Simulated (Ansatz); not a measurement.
AlRu$_{2}$C:
```
AlRu2C
1.0
    2.87893     0.00000     0.00000
   -1.43946     2.49322     0.00000
    0.00000     0.00000    13.35649
Al Ru C
2 4 2
Cartesian
  1.43946   0.83107   3.33912
  0.00000   1.66215  10.01737
  0.00000   1.66215   5.39657
  1.43946   0.83107   7.95992
  1.43946   0.83107  12.07482
  0.00000   1.66215   1.28167
  0.00000   0.00000   6.67825
  0.00000   0.00000   0.00000
```

Relaxed with r²SCAN. Special points in fractions of this cell's reciprocal vectors: Γ (0.000, 0.000, 0.000); M (0.500, 0.000, 0.000); K (0.333, 0.333, 0.000); A (0.000, 0.000, 0.500); L (0.500, 0.000, 0.500); H (0.333, 0.333, 0.500).

Question: List the band energies nearest the Fermi level at these points for r²SCAN in the plane-wave PAW code Ansatz.

Answer: In eV from the Fermi level; about four levels below and three above (degenerate sets whole), none deeper than 8.9 eV; points with the same levels are listed once.

```csv
k,below,above
Γ,-0.96 -0.96 -0.88 -0.88,1.01 1.26 4.34 4.34
M,-1.04 -1.00 -0.88 -0.68,0.39 0.42 0.65
K,-3.06 -3.06 -2.83 -0.81 -0.81,0.06 0.06 0.61
A,-0.92 -0.92 -0.92 -0.92,1.13 1.13 4.39 4.39 4.39 4.39
L,-1.14 -1.14 -1.02 -1.02,0.04 0.04 0.41 0.41
H,-3.03 -3.03 -0.85 -0.85,0.22 0.22 0.81 0.81
```

Space group P6_3/mmc. The start of the workflow was typed in or built on a structure type; neither database checked (COD, Materials Project) lists it. Whether it is the stable phase at ambient conditions was not checked. The r²SCAN relaxation kept the symmetry of its start; whether a distortion lowers the energy is not shown. No spin polarisation was allowed. Spin–orbit coupling is left out wherever it is not named.

Potentials: the earlier of the program's two PAW sets.
